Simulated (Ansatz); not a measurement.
## EuMg₂Sb₂: input and output

input.yaml (Ansatz 0.2.0)

```yaml
crystal:
  lattice:
    - [4.517622, 0.033471, 0.017133]
    - [-2.229825, 4.081923, 0.029175]
    - [0.028186, 0.071697, 7.548008]
  atoms:
    - { symbol: Mg, position: [0.328895, 0.676551, 0.61204] }
    - { symbol: Mg, position: [0.642442, 0.294883, 0.371448] }
    - { symbol: Sb, position: [0.628865, 0.235507, 0.755677] }
    - { symbol: Sb, position: [0.399968, 0.762804, 0.181212] }
    - { symbol: Eu, position: [0.045696, 0.027727, 0.003168] }
kpoints:
  mp_grid: { grid: [5, 5, 3], shift: [0.0, 0.5, 0.0] }
magnetization:
  spin_polarized: true
scf:
  occupations: { method: methfessel_paxton, width: 0.0181 }
  lower_state_search: "off"
  max_iter: 200
hamiltonian:
  pseudopotentials: { kind: paw }
  xc: r2scan
  hubbard:
    projectors: all-electron-ortho-atomic
    sites: [{ species: Eu, l: f, u_eff: 6.76 }]
basis:
  ecutwfc: 500
  fft_grid_basis: typed
output:
  forces: true
  stress: true
  eigenvalues: true
  bader: true
  populations: true
  elf: true
  write_potential: true
  volumetric_format: npy
  dos:
    e_range: [-12, 8]
    de: 0.05
    projected: { site_lists: { Eu: [Eu], Mg: [Mg], Sb: [Sb] } }
checkpoint:
  read: saved_state
```

Launched with:

```sh
ansatz run input.yaml --threads 1 --pin off --max-ram 2560MiB --backend cpu --events-out ev --progress --plain --runs-dir out
```

The run starts from an earlier solution of this cell. Magnetic state (reached from a saved solution, and it need not be the lowest): Eu5 up.

Excerpt of what it printed:

```
SCF iter   1: F=—  Δρ=5.37e-3  dr2=1.44e-2  dr2_τ=4.85e-3  dr2_m=1.87e-2  M=7.000 μB ∫|m|=7.255 μB
SCF iter   2: F=—  S|Δr|=    0.00e0  Δρ=3.37e-3  dr2=2.37e-3  dr2_τ=1.75e-3  dr2_m=8.62e-3  M=7.000 μB ∫|m|=7.257 μB
SCF iter   3: F=—  S|Δr|=    0.00e0  Δρ=1.30e-3  dr2=1.63e-4  dr2_τ=3.17e-4  dr2_m=1.38e-3  M=7.000 μB ∫|m|=7.257 μB
SCF iter   4: F=—  S|Δr|=    0.00e0  Δρ=1.78e-4  dr2=4.14e-5  dr2_τ=2.10e-6  dr2_m=2.00e-5  M=7.000 μB ∫|m|=7.258 μB  defer=1
SCF iter   5: F=—  S|Δr|=    0.00e0  Δρ=5.68e-5  dr2=1.32e-5  dr2_τ=9.94e-8  dr2_m=1.49e-6  M=7.000 μB ∫|m|=7.258 μB  defer=1
SCF iter   6: F=—  S|Δr|=    0.00e0  Δρ=1.60e-5  dr2=1.95e-6  dr2_τ=7.01e-9  dr2_m=6.13e-8  M=7.000 μB ∫|m|=7.258 μB  defer=1
SCF iter   7: F=—  S|Δr|=    0.00e0  Δρ=6.14e-6  dr2=2.60e-7  dr2_τ=9.45e-10  dr2_m=1.70e-8  M=7.000 μB ∫|m|=7.258 μB  defer=1
SCF iter   8: F=-25633.5381 eV  S|Δr|=    0.00e0  Δρ=1.23e-6  dr2=6.52e-9  dr2_τ=1.00e-10  dr2_m=8.55e-10  M=7.000 μB ∫|m|=7.258 μB
Magnetization: 7.0000 μB (37.0000 up, 30.0000 down)
Absolute magnetization: 7.2600 μB (∫|ρ↑−ρ↓|, with the PAW one-centre terms)
Spin contamination: 0.0203 ħ² per cell (⟨S²⟩ above its minimum at these occupations)
Per-site moments (μB) at R_I (Å): [(-0.0050, 1.0544), (-0.0087, 1.0865), (-0.0172, 1.0544), (-0.0210, 1.0865), (6.8528, 1.1477)]
Free energy (F): -25633.5381 eV
Harris-Foulkes:  -25633.5381 eV  (|F-HF|=9.54e-9)
Internal energy: -25633.5381 eV  (E = F + TS)
E sigma→0 (E₀):  -25633.5381 eV
Fermi energy:    9.0470 eV
--- Per-component energies (eV) ---
  E_band       = -1131.4221
  E_kinetic    = 923.2639
  E_local      = -8900.4876  (includes V_loc(G=0)·N_el)
  E_nonlocal   = 1397.5649
  E_hartree    = 3642.0277
  E_xc         = -482.3478
  E_vxc        = -512.8106  (∫ρ·V_xc dr)
  E_hubbard    = 0.1364  (on-site DFT+U / exact-exchange correction)
  E_vhub       = -23.3432  (the Hubbard potential's part of the band-sum identity)
  E_paw        = -16210.0516  (= ΣΔE_a)
  E_vpaw       = -1331.6363  (= ΣTr[D̂ρ^β])
  E_aug_tail   =  0.0000  (compensation charges beyond the density's cutoff)
  E_vtau       = 31.9755  (kinetic-family band-sum trace: ∫τ·v_τ [+ j·A + Jᵃ·Aᵃ] dr)
  E_ewald      = -6004.8843
  E_core_change = 1.2404  (= ΣΔE_core)
  E_smearing   = 0.0000  (= −TS)
--- Forces (eV/Å), atoms counted from 1 ---
  atom   1  Mg     0.0845    -1.7968    -0.3958
  atom   2  Mg     0.0473     1.3941    -0.0436
  atom   3  Sb     0.3357     2.6092    -1.4511
  atom   4  Sb     0.5545    -3.0734     2.9241
  atom   5  Eu    -1.0221     0.8668    -1.0336
--- Stress (GPa, compression-positive) ---
       10.9684      -0.3567       0.0370
       -0.3567       5.3762       0.3110
        0.0370       0.3110       4.7176
  P = ⅓ Tr σ = 7.0207 GPa (70.207 kbar)
--- Löwdin populations: 5 sites ---
  site symbol       q [e]    m [muB]
     0     Mg      8.7110    -0.0040
     1     Mg      8.7068    -0.0086
     2     Sb     16.0839    -0.0476
     3     Sb     15.8095    -0.0621
     4     Eu     17.2767     7.1253
  spilling = 0.0062 (of n_electrons = 67.0000)
--- Bader charges: 5 sites ---
  site symbol  charge [e]  shift [e]    m [muB]
     0     Mg      1.5096     0.0004    -0.0047
     1     Mg      1.5024     0.0002    -0.0082
     2     Sb     -2.1734     0.0004     0.0018
     3     Sb     -2.0300     0.0002     0.0044
     4     Eu      1.1914     0.0000     7.0067
```

Origin: a strained cell with displaced atoms, so it need not be a known compound. Caveats: atoms or cell far from equilibrium.

Run time, from a saved density: 3 min on 1 thread of Intel(R) Xeon(R) Platinum 8375C CPU @ 2.90GHz (Ice Lake) (shared host), peak memory 1.1 GiB.
